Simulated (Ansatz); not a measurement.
La, simple cubic: geometry optimisation

Theory: Ansatz, DFT, r2SCAN, plane waves (500 eV) with PAW, scalar-relativistic. The PAW files were generated under PBE, with cores re-solved for the functional.

k-point mesh 9×9×9, Fermi-Dirac smearing 0.05 eV, starting moments 1.00 μB. Cell and atoms relax.

Starting structure:

```
CELL_PARAMETERS angstrom
3.43156 0.00000 0.00000
0.00000 3.43156 0.00000
0.00000 0.00000 3.43156
ATOMIC_POSITIONS crystal
La 0.00000 0.00000 0.00000
```

Q: What cell does the relaxation end in?

A: Pm-3m (spin ignored) with a = 3.352 Å; 37.67 Å³ per atom against 40.41 at the start (-6.8 %).

Q: How much energy does the relaxation gain?

A: 12.3 meV per atom.

Q: Which magnetic state does it end in?

A: ferromagnetic, net 0.65 μB per atom; moments 0.43 μB.
